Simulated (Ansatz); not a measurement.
Ag2S in space group Cmcm (No. 63; Ag on 4b, Ag on 4c, S on 4c), plane-wave PAW LDA (Ansatz code). The conduction-band minimum lies at Γ, with 1 equivalent valley. Second derivatives d²E/dk² of the lowest band at one valley (eV·Å²), along Cartesian directions:

| direction | d²E/dk² |
|---|---|
| [100] | 86.50 |
| [010] | 14.23 |
| [001] | 19.09 |
| [110] | 50.42 |
| [101] | 52.87 |
| [011] | 16.66 |

Problem. Find the principal effective masses, the density-of-states mass and the conductivity mass.

Solution. Off-diagonal terms follow from H_xy = H[110] − (H_xx + H_yy)/2, and m*/mₑ = 7.620 eV·Å² over each eigenvalue: 0.088, 0.40, 0.54. One valley's DOS mass (m₁m₂m₃)^(1/3) = 0.27, conductivity mass 3/(Σ 1/mᵢ) = 0.19 mₑ.

Problem. What effective density of states Nc follows at 300 K for parabolic valleys?

Solution. Nc = 2.509e19 × 1 × (0.27)^(3/2) ≈ 3.5e18 cm⁻³.

Problem. With the computed static dielectric constant 18.6 (mean of the diagonal), estimate a hydrogenic donor's binding energy and radius.

Solution. E = 13.606 eV × 0.19/18.6² ≈ 7.5 meV; a = 0.529 Å × ε/m* ≈ 52 Å. Semilocal masses tend to be too small where the gap is.

The first step of the workflow began from a Materials Project structure, measured or hypothetical; the Crystallography Open Database copy checked does not list it. COD files the formula under space group No. 4, 14, so this cell is another polymorph or a model. Its standing as an ambient phase is unchecked. The cell was relaxed with LDA under the symmetry of its start; of distortions, only those at the zone centre were tested. No spin polarisation was allowed. Scalar-relativistic: spin–orbit coupling is off unless named, which matters more the heavier the elements.

Potentials: the later of the program's two PAW sets.
